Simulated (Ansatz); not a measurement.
An Ansatz (a program for electronic structure) run. Input:

Ansatz 0.2 input:
```yaml
crystal:
  lattice:
    - [0.0, 4.1534887311, 4.1534887311]
    - [4.1534887311, 0.0, 4.1534887311]
    - [4.1534887311, 4.1534887311, 0.0]
  atoms:
    - { symbol: Rb, position: [0.25, 0.25, 0.25] }
    - { symbol: Rb, position: [0.75, 0.75, 0.75] }
    - { symbol: Li, position: [0.5, 0.5, 0.5] }
    - { symbol: Sc, position: [0.0, 0.0, 0.0] }
    - { symbol: F, position: [0.2437958695, 0.2437958695, 0.7562041305] }
    - { symbol: F, position: [0.7562041305, 0.7562041305, 0.2437958695] }
    - { symbol: F, position: [0.7562041305, 0.2437958695, 0.2437958695] }
    - { symbol: F, position: [0.2437958695, 0.7562041305, 0.7562041305] }
    - { symbol: F, position: [0.2437958695, 0.7562041305, 0.2437958695] }
    - { symbol: F, position: [0.7562041305, 0.2437958695, 0.7562041305] }
kpoints:
  mp_grid: { grid: [6, 6, 6] }
hamiltonian:
  xc: r2scan
  pseudopotentials: { kind: paw }
scf:
  occupations: { method: fixed }
checkpoint: { read: static.run }
output: { write_density: true, elf: true, volumetric_format: npy }
basis: { fft_grid_basis: typed }
```

Output (shortened):

```
Pseudopotential: Rb, paw, valence charge 9
Pseudopotential: Li, paw, valence charge 3
Pseudopotential: Sc, paw, valence charge 11
Pseudopotential: F, paw, valence charge 7
Functional definition: r2SCAN
Crystal: 10 atoms, lattice volume = 143.308 Å³
Basis set: ecut = 500 eV, 3695 PW (Γ), exchange–correlation on 180×180×180 points (64 copies of the dense FFT grid, shifted against one another)
Bands: 47, of which v1, the nominal top of the filled ones, is band 37 counted from 1 (36 counted from 0)
Symmetry: 48 space group operations
Space group: Fm-3m (ITA 225), of the structure as read, at distance tolerance 5.2e-5 Å
k-points: 16 of 216
Stability of the state it starts from, as read at its close in the unpolarized treatment …
iter 1 solved again at ethr=4.67e-9 eV; its pass at ethr=3.10e-3 eV (dr2=3.46e-6 eV) is discarded
SCF iter   1: F=—  HF=-13778.862557 eV  |F-HF|=—  |Δ(HF+E_count)|=         —  Δρ=2.33e-7  dr2=1.27e-10  dr2_τ=7.40e-12  ethr=4.67e-9  ⟨swp⟩=4.2  Hψ=5159  notcnv=0  defer=123
preconditioner: auto → Resta (q_TF=auto, 2.444 Å⁻¹)
SCF iter   2: F=-13778.862557 eV  HF=-13778.862557 eV  |F-HF|=4.37e-11  |Δ(HF+E_count)|=   1.54e-9  Δρ=3.30e-7  dr2=1.02e-10  dr2_τ=1.43e-11  ethr=1.00e-12  ⟨swp⟩=11.2  Hψ=3527  notcnv=0
SCF 1 converged in 2 iterations: F = -13778.862557 eV  dr2 = 1.02e-10
SCF converged after 2 iterations
Free energy (F): -13778.862557 eV
Harris-Foulkes:  -13778.862557 eV  (|F-HF|=4.37e-11)
Internal energy: -13778.862557 eV  (E = F + TS)
E sigma→0 (E₀):  -13778.862557 eV
Fermi energy:    1.919756 eV
--- Per-component energies (eV) ---
  E_band       = -637.474101
  E_kinetic    = 1925.948189
  E_local      = -5600.741498  (includes V_loc(G=0)·N_el)
  E_nonlocal   = 823.557059
  E_hartree    = 1963.437942
  E_xc         = -843.110417
  E_vxc        = -1166.872142  (∫ρ·V_xc dr)
  E_paw        = -7471.375090  (= ΣΔE_a)
  E_vpaw       = -625.125743  (= ΣTr[D̂ρ^β])
  E_aug_tail   = 0.005776  (compensation charges beyond the density's cutoff)
  E_vtau       = 78.878823  (kinetic-family band-sum trace: ∫τ·v_τ [+ j·A + Jᵃ·Aᵃ] dr)
  E_ewald      = -4575.863824
  E_core_change = -0.720696  (= ΣΔE_core)
  E_smearing   =  0.000000  (= −TS)
  E_closure    = 0.000000  (closes the sum)
  Σ components = -13778.862557   (vs F -13778.862557, Δ=0.00e0)
  [band-id]    e_kinetic+e_local+e_nonlocal+2·e_hartree+e_vxc+e_vpaw+e_augmentation_tail+e_vtau = -637.473652   (vs E_band -637.474101, Δ=4.49e-4)
--- Band table (eV; the first three rows and the last of 16) ---
  k-point 0: bands = ["-45.6279", "-40.2928", "-23.5659", "-23.5659", "-23.5659", "-20.8899", "-20.7336", "-18.7625", "-18.5840", "-18.5840", "-18.2223", "-18.2223", "-18.2223", "-4.7697", "-4.7697", "-4.7697", "-4.4086", "-4.4086", "-4.4086", "-0.5146", …
  k-point 1: bands = ["-45.6279", "-40.2928", "-23.5677", "-23.5657", "-23.5657", "-20.8710", "-20.7380", "-18.7640", "-18.6001", "-18.6001", "-18.2439", "-18.2063", "-18.2063", "-4.7283", "-4.7283", "-4.6794", "-4.4129", "-4.4129", "-4.3667", "-0.4434", …
  k-point 2: bands = ["-45.6279", "-40.2928", "-23.5713", "-23.5651", "-23.5651", "-20.8272", "-20.7526", "-18.7663", "-18.6291", "-18.6291", "-18.2885", "-18.1779", "-18.1779", "-4.6261", "-4.6261", "-4.4728", "-4.4398", "-4.4398", "-4.2924", "-0.3014", …
  k-point 15: bands = ["-45.6279", "-40.2928", "-23.5701", "-23.5680", "-23.5668", "-20.7803", "-20.7632", "-18.7825", "-18.6964", "-18.6054", "-18.2226", "-18.2156", "-18.2051", "-4.5289", "-4.5030", "-4.4511", "-4.3722", "-4.2783", "-4.2216", "-0.3562", …
```

Cost: about 14 core-seconds (a rough figure) on shared cores.

The first step of the workflow began from a Materials Project structure, measured or hypothetical; the Crystallography Open Database copy checked does not list it. Its standing as an ambient phase is unchecked. The cell was relaxed with r²SCAN under the symmetry of its start; whether a distortion lowers the energy is not shown. The run is not spin-polarised. Scalar-relativistic: spin–orbit coupling is off unless named, which matters more the heavier the elements.

Potentials: the later of the program's two PAW sets.

Ansatz is a plane-wave DFT program.
